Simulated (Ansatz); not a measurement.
A geometry of P away from equilibrium: the start of the relaxation of a generated cell, P placed in the AFLOW prototype A_oC8_64_f. Calculation: r2SCAN (plane waves to 500 eV, PAW, scalar-relativistic; Ansatz, a program for electronic structure). Γ-centred k-mesh 10×10×8 on the run's cell, Fermi–Dirac smearing 0.05 eV.

```xyz
4
Lattice="1.6568 -5.2390 0.0000 1.6568 5.2390 0.0000 0.0000 0.0000 4.3763" Properties=species:S:1:pos:R:3 pbc="T T T"
P      1.6568     1.0654     2.5407
P      1.6568    -1.0654     1.8356
P      1.6568    -4.1736     4.0237
P      1.6568     4.1736     0.3526
```

Give the Cartesian forces on all atoms (eV/Å).


```csv
atom,Fx,Fy,Fz
P1,0.00,-0.05,0.19
P2,0.00,0.05,-0.19
P3,0.00,-0.05,-0.19
P4,0.00,0.05,0.19
```

What is the pressure?

+1.1 GPa, compression positive.

No spin polarisation in the result. Without a van der Waals term the distances between weakly bound units are poorly fixed.

The run could not lose the symmetry of its start.
